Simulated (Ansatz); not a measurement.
**Review of an SCF result for YbBi₂IO₄**

System: YbBi₂IO₄, an experimental structure (space group P4/mmm); the cell holds 8 atoms. Source: COD entry 1526555; it may be a high-temperature, high-pressure or metastable form.

These are results of DFT, PBEsol+U, PAW, plane waves, scalar-relativistic (Ansatz development build ahead of 0.2.0), not measurements.

```yaml
crystal:
  lattice:
    - [3.875, 0.0, 0.0]
    - [0.0, 3.875, 0.0]
    - [0.0, 0.0, 9.548]
  atoms:
    - { symbol: I, position: [0.0, 0.0, 0.5] }
    - { symbol: Yb, position: [0.0, 0.0, 0.0], spin: 1.0 }
    - { symbol: Bi, position: [0.5, 0.5, 0.7429] }
    - { symbol: Bi, position: [0.5, 0.5, 0.2571] }
    - { symbol: O, position: [0.5, 0.0, 0.862] }
    - { symbol: O, position: [0.0, 0.5, 0.862] }
    - { symbol: O, position: [0.5, 0.0, 0.138] }
    - { symbol: O, position: [0.0, 0.5, 0.138] }
  symmetry: { detect: false, time_reversal: true }
magnetization:
  spin_polarized: true
hamiltonian:
  xc: pbesol
  pseudopotentials: { kind: paw }
  hubbard: { sites: [{ species: Yb, l: f, u_eff: 3.8 }] }
basis:
  ecutwfc: 420
kpoints:
  mp_grid: { grid: [5, 5, 2] }
scf:
  occupations: { method: fermi_dirac, width: 0.02 }
  lower_state_search: "off"
output:
  forces: true
  stress: true
  write_density: true
  write_potential: true
  elf: true
  volumetric_format: npy
```

Launched as:
```sh
ansatz run input.yaml --threads 2 --pin off --max-ram 5120MiB --backend cpu --events-out ev --progress --plain --runs-dir out
```

Time: 64 s on 2 threads of Arm Neoverse V2, on a shared host, peak memory 0.74 GiB.

The end of the output:

```
SCF converged after 22 iterations
Magnetization: 1.0000 μB (48.0000 up, 47.0000 down)
Absolute magnetization: 1.0282 μB (∫|ρ↑−ρ↓|, with the PAW one-centre terms)
Spin contamination: 0.0003 ħ² per cell (⟨S²⟩ above its minimum at these occupations)
Per-site moments (μB) at R_I (Å): [(0.0034, 1.4807), (0.9032, 0.9665), (2.6069e-5, 0.9267), (2.6061e-5, 0.9267), (0.0227, 0.9267), (0.0227, 0.9267), (0.0227, 0.9267), (0.0227, 0.9267)]
Free energy (F): -47839.841591 eV
Harris-Foulkes:  -47839.841591 eV  (|F-HF|=2.14e-9)
Internal energy: -47839.841591 eV  (E = F + TS)
E sigma→0 (E₀):  -47839.841591 eV
Fermi energy:    10.480925 eV
--- Forces (eV/Å), atoms counted from 1 ---
  atom   1  I      0.00000000     0.00000000    -0.00000438
  atom   2  Yb     0.00000006     0.00000006     0.00000180
  atom   3  Bi    -0.00000000     0.00000000     0.38820558
  atom   4  Bi     0.00000004     0.00000002    -0.38822077
  atom   5  O      0.00000003     0.00000007    -0.35582026
  atom   6  O      0.00000011    -0.00000003    -0.35582502
  atom   7  O     -0.00000000    -0.00000002     0.35583001
  atom   8  O     -0.00000019     0.00000004     0.35582439
--- Stress (GPa, compression-positive) ---
       -1.028471      -0.000001       0.000000
        0.000002      -1.028469       0.000000
        0.000001       0.000000      -0.700441
  P = ⅓ Tr σ = -0.9191 GPa (-9.191 kbar)
```

Spin–orbit coupling is left out, so orbital moments of the f shell are missing. A static U favours moments and orbital order; the result depends on U and need not be the measured state. With one magnetic atom in the cell its copies can only be parallel; orders in a larger cell may lie lower.

Site moments are taken inside atomic spheres and don't add up to the total.

Eigenvalues of the Hubbard occupation matrices: Yb2 up 1.00 1.00 1.00 1.00 1.00 1.00 1.00, down 0.12 1.00 1.00 1.00 1.00 1.00 1.00.

Task: The run converged. Is this the lowest state of the cell, and if not, what lies lower and how is it reached?

Result: None of the other runs went lower. It is the lowest of 2 states reached by 12 converged runs, and the next lies 100 meV/atom higher (non-magnetic (no spin polarisation), no gap on the k-mesh). That doesn't prove a ground state. Orders that need a larger cell or non-collinear spins weren't tried.
